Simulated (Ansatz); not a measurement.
MoSi2 (MoSi2 type, space group I4/mmm)

```
MoSi2
1.0
   -1.60108     1.60108     3.90975
    1.60108    -1.60108     3.90975
    1.60108     1.60108    -3.90975
Mo Si
1 2
Cartesian
  0.00000   0.00000   0.00000
  0.00000   0.00000   2.62187
  0.00000   0.00000   5.19763
```

The slice is a (100) plane (indices of the conventional cell) through the point (0.665, 0.665, 0.000) (fractional), spanned by u = [101] and v = [110] in vectors of this cell: u (3.20 Å) and v (7.82 Å, at 90° to u). It covers one period; positions are fractions (u, v).

The numbers are results of r2SCAN (plane waves to 500 eV, PAW, scalar-relativistic; Ansatz, an electronic-structure program), not measurements. k mesh 14×14×14. These are valence fields of a PAW run, semicore shells included where kept as valence: close to a nucleus they are smooth pseudo fields. MoSi2 is run without spin polarisation. MoSi2 was relaxed with its symmetry unable to fall. The PAW data are Ansatz's earlier set.

### Question
Predict the map of the electrostatic potential energy of an electron, from the cell's mean on the slice.

### Answer
```
|xxx18981xx|
|xxx58985xx|
|x148898850|
|4578888875|
|xx4799974x|
|xxx48984xx|
|xxx08980xx|
|xxxx797xxx|
|xxx17971xx|
|xxx58985xx|
|0258999852|
|3579999975|
|x027999720|
|xxx28982xx|
|xxx06960xx|
|xxxx585xxx|
|xxx06960xx|
|xxx28982xx|
|x037999730|
|4579999975|
|x158999851|
|xxx48984xx|
|xxx07970xx|
|xxxx797xxx|
```
Scale: ten equal steps from 3.00 (start of '0') to 11.90 (end of '9'), in the order '0123456789'. Values: electrostatic potential energy of an electron, from the cell's mean, in eV. The map has 10 points along u (one character each, u = 0 at the left) and 24 along v (v = 0 in the bottom row). Points within 1 Å of a nucleus are blanked (x), as the pseudised field means little there. Values under 3 eV are set to 3. The zero, the cell's mean, hangs on the PAW cores.
